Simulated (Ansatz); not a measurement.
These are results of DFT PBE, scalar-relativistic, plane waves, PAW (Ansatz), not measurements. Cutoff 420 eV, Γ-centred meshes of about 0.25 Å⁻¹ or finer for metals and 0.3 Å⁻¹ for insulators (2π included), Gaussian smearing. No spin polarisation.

All energies are static (0 K, no zero-point motion).

Two forms of Zr3GeTe4 were relaxed alike.

A.

```
CELL_PARAMETERS angstrom
3.93618 0.00000 0.00000
0.00000 3.95499 0.00000
0.00000 0.00000 13.33015
ATOMIC_POSITIONS crystal
Zr 0.00000 0.50000 0.65881
Zr 0.50000 0.50000 0.41741
Zr 0.50000 0.00000 0.80028
Ge 0.00000 0.00000 0.12688
Te 0.00000 0.00000 0.34319
Te 0.00000 0.50000 0.88718
Te 0.50000 0.50000 0.18554
Te 0.50000 0.00000 0.58071
```

B.

```
CELL_PARAMETERS angstrom
1.95680 1.12976 18.14059
-1.95680 1.12976 18.14059
0.00000 -2.25952 18.14059
ATOMIC_POSITIONS crystal
Zr 0.19561 0.19561 0.19561
Zr 0.80439 0.80439 0.80439
Zr 0.00000 0.00000 0.00000
Ge 0.50000 0.50000 0.50000
Te 0.10394 0.10394 0.10394
Te 0.89606 0.89606 0.89606
Te 0.29969 0.29969 0.29969
Te 0.70031 0.70031 0.70031
```

Question: Which is lower in energy, and by how much?

Answer: B is lower, by 289 meV/atom. A has space group Pmm2 (No. 25), 25.9 Å³/atom and no gap on its mesh; B has space group R-3m (No. 166), 30.1 Å³/atom and no gap. Counting Ge or Te atoms around Zr (for each partner element, those within 1.25 times its shortest distance or 1.15 times the sum of covalent radii, where it is the nearest in units of that sum or under 1.3; a slash parts the counts of unlike sites), A has Zr 5/7 and B has Zr 6. Both come from trial cells of a structure search.

No dispersion correction is applied, so the spacing and binding between layers, chains or molecules are poorly described (Pmm2, R-3m), and this can change margins and order among such cells. These runs have no spin–orbit coupling, which can matter for Te. Trial moments fell under 0.15 μB along the way in Pmm2; another start might hold them. Cells relaxed within their symmetry can be saddle points.
